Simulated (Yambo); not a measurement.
```
GaN
1.0
    3.19972     0.00000     0.00000
   -1.59986     2.77104     0.00000
    0.00000     0.00000     5.21263
N Ga
2 2
Cartesian
  1.59986   0.92368   4.56531
  0.00000   1.84736   1.95900
  1.59986   0.92368   2.60205
  0.00000   1.84736   5.20837
```

GaN (wurtzite, space group P6_3mc, No. 186) under isotropic strain of +0.5 % on all lattice vectors: mean Im ε in 1 eV windows above the direct gap of 2.80 eV, for different electron-hole kernels (Yambo, broadening 0.15 eV, PBE (stringent potentials; Quantum ESPRESSO, PseudoDojo norm-conserving, 114 Ry, scalar-relativistic) bands; 9×9×6 mesh, 5 valence and 2 conduction bands, static screening with 42 bands and a 4 Ry block, scissor 0.93 eV, Tamm-Dancoff; field along x).

```tsv
window (eV)	independent quasiparticles	BSE
2.8 to 3.8	1.0	1.7
3.8 to 4.8	1.5	2.2
4.8 to 5.8	2.2	4.2
5.8 to 6.8	4.1	7.5
6.8 to 7.8	6.6	5.5
```

This run doesn't resolve bound excitons or single peaks, so only averages are given, and they too depend on the mesh; weight that the attraction moves below the gap isn't listed. All transitions below 8.00 eV are in the band window. The scissor comes from a G0W0 run whose convergence isn't established.

Spin-orbit splittings are left out.

Geometry strained from the cell relaxed with PBEsol, atoms relaxed again.
